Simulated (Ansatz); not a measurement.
In PBE in the plane-wave PAW code Ansatz, AlP in the NiAs type structure (P6_3/mmc) relaxes to a = 3.604 Å, c = 5.777 Å. Against the elements it lies at -37 kJ/mol-atom, with no fitted shifts.

Electronic character: metallic (no gap).

An equation-of-state fit gives a bulk modulus of 103 GPa.

The start of the workflow was typed in or built on a structure type; neither database checked (COD, Materials Project) lists it. It is not the phase usual at ambient conditions (space group No. 216). The PBE relaxation kept the symmetry of its start; its stability against distortions is not shown here. The references are the lowest solids computed at this level, not always the standard phases.

Potentials: the later of the program's two PAW sets.
